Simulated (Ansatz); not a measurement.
An elastic tensor (GPa, Voigt order, standard axes) from PBEsol (plane waves, PAW; program Ansatz):

|  | 1 | 2 | 3 | 4 | 5 | 6 |
|---|---|---|---|---|---|---|
| 1 | 746 | 105 | 239 | 0.0 | 0.0 | 0.0 |
| 2 | 105 | 746 | 239 | 0.0 | 0.0 | 0.0 |
| 3 | 239 | 239 | 626 | 0.0 | 0.0 | 0.0 |
| 4 | 0.0 | 0.0 | 0.0 | 253 | 0.0 | 0.0 |
| 5 | 0.0 | 0.0 | 0.0 | 0.0 | 253 | 0.0 |
| 6 | 0.0 | 0.0 | 0.0 | 0.0 | 0.0 | 108 |

Task: Which of these materials gives this?
(A) IrW, L1₀ or tetragonal B2
(B) AgPt, L1₀ or tetragonal B2
(C) Zn4Te3S, P-4m2 (Pearson symbol tP8)
(D) TiAl, L1₀ or tetragonal B2

Result: A, IrW, L1₀ or tetragonal B2

Space group P4/mmm (L1₀ or tetragonal B2). The start of the workflow was typed in or built on a structure type; neither database checked (COD, Materials Project) lists it. COD files the formula under space group No. 51. Whether it is the stable phase at ambient conditions was not checked. Symmetry was held in the PBEsol relaxation; its stability against distortions is not shown here. No spin polarisation was allowed. As this level gives no gap, shear constants depend on the k-mesh and smearing (Fermi–Dirac, 0.1 eV here). Scalar-relativistic: spin–orbit coupling is off unless named, which matters more the heavier the elements.

Potentials: the earlier of the program's two PAW sets. The files were generated under PBE; for other functionals the program regenerates the frozen cores, and for LDA and PBEsol the local potential too.
